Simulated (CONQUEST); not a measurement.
CONQUEST run on TePb (Fm-3m, 8 atoms in the cell; from Materials Project mp-19717, changed as shown): self-consistent single point.

All values come from this method and carry its errors: PBE, numerical atomic orbitals double-zeta with polarisation (the shipped basis), PseudoDojo norm-conserving potentials made for PBE in CONQUEST 1.3.

The change in words: lattice scaled by 1.02. Reference geometry (Fm-3m):
```
CELL_PARAMETERS angstrom
      6.54179     0.00000     0.00000
      0.00000     6.54179     0.00000
      0.00000     0.00000     6.54179
ATOMIC_POSITIONS crystal
  Te 0.00000 0.00000 0.00000
  Te 0.00000 0.50000 0.50000
  Te 0.50000 0.00000 0.50000
  Te 0.50000 0.50000 0.00000
  Pb 0.50000 0.00000 0.00000
  Pb 0.50000 0.50000 0.50000
  Pb 0.00000 0.00000 0.50000
  Pb 0.00000 0.50000 0.00000
```

Reference input (self-consistent single point, DFT, PBE, numerical atomic orbitals double-zeta with polarisation (the shipped basis), PseudoDojo norm-conserving potentials made for PBE): basis = DZP; Diag.MPMeshX, Y, Z = 4 4 4; potentials = PseudoDojo norm-conserving PBE; Grid.GridCutoff = 175 Ha; DM.SolutionMethod = diagon; Diag.kT = 0.001837 Ha; Diag.GammaCentred = true; minE.SCTolerance = 1.0e-06; SC.MaxIters = 100; SC.LinearMixingFactor = 0.5; AtomMove.TypeOfRun = static. This run's input differs from it in these lines:

```diff
@@ -28,14 +28,14 @@
 # file: input.coords
-    12.362191465      0.000000000      0.000000000
-     0.000000000     12.362191465      0.000000000
-     0.000000000      0.000000000     12.362191465
+    12.609435672      0.000000000      0.000000000
+     0.000000000     12.609435672      0.000000000
+     0.000000000      0.000000000     12.609435672
 8
     0.000000000     0.000000000     0.000000000  1 T T T
-    0.000000000     6.181095732     6.181095732  1 T T T
-    6.181095732     0.000000000     6.181095732  1 T T T
-    6.181095732     6.181095732     0.000000000  1 T T T
-    6.181095732     0.000000000     0.000000000  2 T T T
-    6.181095732     6.181095732     6.181095732  2 T T T
-    0.000000000     0.000000000     6.181095732  2 T T T
-    0.000000000     6.181095732     0.000000000  2 T T T
+    0.000000000     6.304717836     6.304717836  1 T T T
+    6.304717836     0.000000000     6.304717836  1 T T T
+    6.304717836     6.304717836     0.000000000  1 T T T
+    6.304717836     0.000000000     0.000000000  2 T T T
+    6.304717836     6.304717836     6.304717836  2 T T T
+    0.000000000     0.000000000     6.304717836  2 T T T
+    0.000000000     6.304717836     0.000000000  2 T T T
```

Log, with long lists cut:

```
    PulayMixSC: Starting Pulay mixing, A_up =  0.500 A_dn =  0.500
    PulayMixSC: Spin non-polarised calculation.
          Harris-Foulkes Energy            :    -19076.134948240538506 eV
    PulayMixSC: Pulay iteration     1 residual:              0.80659E-03
          Harris-Foulkes Energy            :    -19074.982288998751756 eV
          Free Energy (E-TS)               :    -19074.982308676782850 eV
    PulayMixSC: Pulay iteration     2 residual:              0.26053E-03
          Harris-Foulkes Energy            :    -19074.907926484971540 eV
          Free Energy (E-TS)               :    -19074.907935283597908 eV
   [... lines left out ...]
          Free Energy (E-TS)               :    -19074.903802836321120 eV
    PulayMixSC: Pulay iteration     5 residual:              0.39589E-05
          Harris-Foulkes Energy            :    -19074.903804090190533 eV
          Free Energy (E-TS)               :    -19074.903812837801524 eV
    PulayMixSC: Pulay iteration     6 residual:              0.12790E-05
          Harris-Foulkes Energy            :    -19074.903801551849028 eV
          Free Energy (E-TS)               :    -19074.903810266518121 eV
    PulayMixSC: Pulay iteration     7 residual:              0.81211E-07
    PulayMixSC: Reached SCF tolerance of  0.81211E-07 after      7 iterations
      | Number of electrons      =       120.000171
      | GS Energy as E-(1/2)TS   =    -19074.903805909179937 eV
      | Free Energy as E-TS      =    -19074.903810266518121 eV
      |* Harris-Foulkes energy   =    -19074.903801551849028 eV
      |* DFT total energy        =    -19074.903801558299165 eV

    force: Forces on atoms (eV/a0)
    force:  Atom   X              Y              Z
    force:     1  -0.0000000000  -0.0000000000   0.0000000000
   [... zero for the other atoms too ...]

    force: Maximum force :        0.00000000(eV/a0) on atom         5 in z direction
    force: Force Residual:        0.00000000 eV/a0
    force: Total stress:          1.50049324     1.50049324     1.50049324 GPa
    force: Average pressure:     -1.50049324 GPa

    get_E_and_F: Change in energy during last step of electronic optimisation:  0.93282E-07
```

The run converged in 7 iterations. CONQUEST prints the stress tensor with tension positive. Against the reference run the free energy rises by 5.5 meV/atom, the pressure goes from 0.56 to -1.50 GPa and the gap on the mesh goes from 0.876 to 0.963 eV.

Spin-orbit coupling is left out, which matters for bands and gaps with elements this heavy. The program uses no crystal symmetry, so grid and mesh can part values that symmetry would make equal. The atom-centred basis is finite, which shifts total energies, pressures and gaps against plane waves. The structure comes from a collection of computed structures, made at another level of theory; the collection holds predicted forms beside known ones.

Cost on one core: around 70 core-seconds (rough).
